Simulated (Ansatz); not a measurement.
## Calculated coordination and Cs-133 quadrupole coupling for Cs3Sc2I9

Cell: a Materials Project structure (computed, not necessarily an observed phase), taken as it stands.

Space group P6_3/mmc (No. 194); a = 8.5066, c = 21.3701 Å, γ = 120.00°.

```
site  Wyckoff  site symmetry       x       y       z
 Cs1       4f            3m.  0.3333  0.6667  0.0695
 Cs5       2b           -6m2  0.0000  0.0000  0.2500
  Sc       4f            3m.  0.3333  0.6667  0.6586
 I11      12k            .m.  0.1703  0.3406  0.5896
 I23       6h            mm2  0.5104  0.0208  0.2500
```

One atom of each set is listed.

The numbers come from a DFT calculation in Ansatz (PBE, plane waves and PAW, scalar-relativistic, 420 eV cutoff, Γ-centred 4×4×2 k-points, Fermi–Dirac smearing 0.02 eV).

Q(Cs-133) = -3.430 mb.

Problem. Order the Cs environments from the weakest to the strongest quadrupole coupling.
A. Cs1: 12 I at 4.16–4.66 Å
B. Cs5: 12 I at 4.25–4.26 Å

Solution. B (0.083 MHz, η = 0.00), A (0.131 MHz, η = 0.00).

An axis of threefold or higher order runs through Cs5 and Cs1, so V_zz lies along it and η is zero.

Without spin–orbit coupling the gradients at and beside I can be off by some per cent, at some sites by more.
